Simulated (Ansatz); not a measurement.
SrTiO₃:
```yaml
crystal:
  lattice:
    - [-2.74391, 2.74391, 3.90462]
    - [2.74391, -2.74391, 3.90462]
    - [2.74391, 2.74391, -3.90462]
  atoms:
    - { symbol: Sr, position: [0.75000, 0.25000, 0.50000] }
    - { symbol: Sr, position: [0.25000, 0.75000, 0.50000] }
    - { symbol: Ti, position: [0.00000, 0.00000, 0.00000] }
    - { symbol: Ti, position: [0.50000, 0.50000, 0.00000] }
    - { symbol: O, position: [0.77464, 0.27464, 0.04929] }
    - { symbol: O, position: [0.22536, 0.72536, 0.95071] }
    - { symbol: O, position: [0.27464, 0.22536, 0.50000] }
    - { symbol: O, position: [0.72536, 0.77464, 0.50000] }
    - { symbol: O, position: [0.75000, 0.75000, 0.00000] }
    - { symbol: O, position: [0.25000, 0.25000, 0.00000] }
```

Relaxed with PBEsol. Special points in fractions of this cell's reciprocal vectors: Γ (0.000, 0.000, 0.000); X (0.000, 0.000, 0.500); P (0.250, 0.250, 0.250); N (0.000, 0.500, 0.000); M (0.500, 0.500, -0.500); S (0.373, 0.627, -0.373); S0 (-0.373, 0.373, 0.373); R (-0.247, 0.247, 0.500); G (0.500, 0.500, -0.247).

### Question
List the band energies nearest the valence-band maximum at these points for PBEsol with spin–orbit coupling (plane waves, PAW; program Ansatz).

### Answer
In eV from the valence-band maximum; about four levels below and three above (degenerate sets whole), none deeper than 8.9 eV; points with the same levels are listed once.

| k | below | above |
|---|---|---|
| Γ | -0.01 -0.01 0.00 0.00 | 1.96 1.96 1.97 1.97 |
| X | -0.63 -0.63 -0.04 -0.04 | 2.11 2.11 3.83 3.83 |
| P | -0.60 -0.60 -0.60 -0.60 | 3.08 3.08 3.08 3.08 |
| N | -0.58 -0.58 -0.58 -0.58 | 3.45 3.45 3.45 3.45 |
| M | -0.58 -0.58 -0.07 -0.07 | 2.15 2.15 3.78 3.78 |
| S | -0.88 -0.88 -0.25 -0.25 | 2.71 2.71 3.59 3.59 |
| R | -0.57 -0.57 -0.56 -0.56 | 3.06 3.06 3.13 3.13 |

Space group I4/mcm. The first step of the workflow began from a Materials Project structure, measured or hypothetical; the Crystallography Open Database files this formula in space group No. 140, but the cells were not matched. It is not the phase usual at ambient conditions (space group No. 221). The PBEsol relaxation kept the symmetry of its start. At this level the phase is dynamically unstable (imaginary phonons). No spin polarisation was allowed.

Potentials: the earlier of the program's two PAW sets. The files were generated under PBE; for other functionals the program regenerates the frozen cores, and for LDA and PBEsol the local potential too.
